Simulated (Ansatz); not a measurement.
# Convergence of GaCu3 with the half-step-shifted k-point mesh

Computed with Ansatz 0.2.0, DFT r2SCAN, scalar-relativistic, plane waves, PAW.

```yaml
crystal:
  lattice:
    - [3.64539, 0.00000, 0.00000]
    - [0.00000, 3.64539, 0.00000]
    - [0.00000, 0.00000, 3.64539]
  atoms:
    - { symbol: Ga, position: [0.00000, 0.00000, 0.00000] }
    - { symbol: Cu, position: [0.50000, 0.00000, 0.50000] }
    - { symbol: Cu, position: [0.50000, 0.50000, 0.00000] }
    - { symbol: Cu, position: [0.00000, 0.50000, 0.50000] }
```

| Property | Result |
| --- | --- |
| plane-wave cutoff | 500 eV |
| occupation rule | Gaussian smearing, 0.1 eV |
| spin treatment | unpolarised |

The atoms are held and the half-step-shifted k-point mesh is swept. Energies are extrapolated to zero smearing and count from the reference run, 12×12×12 Γ-centred mesh, Gaussian smearing 0.1 eV. The cell isn't necessarily relaxed at this level. Pressure is positive in compression.

```json
{"shifted mesh": "6×6×6", "ΔE (meV/atom)": "11.0", "P (GPa)": "0.50", "irreducible points": "10"}
{"shifted mesh": "8×8×8", "ΔE (meV/atom)": "-2.05", "P (GPa)": "0.55", "irreducible points": "20"}
{"shifted mesh": "10×10×10", "ΔE (meV/atom)": "?", "P (GPa)": "?", "irreducible points": "?"}
```

(1) Fill in the withheld rows.

Answers

(1) The withheld rows:

```
shifted mesh  ΔE (meV/atom) P (GPa) irreducible points
    10×10×10           4.67     0.34                  35
```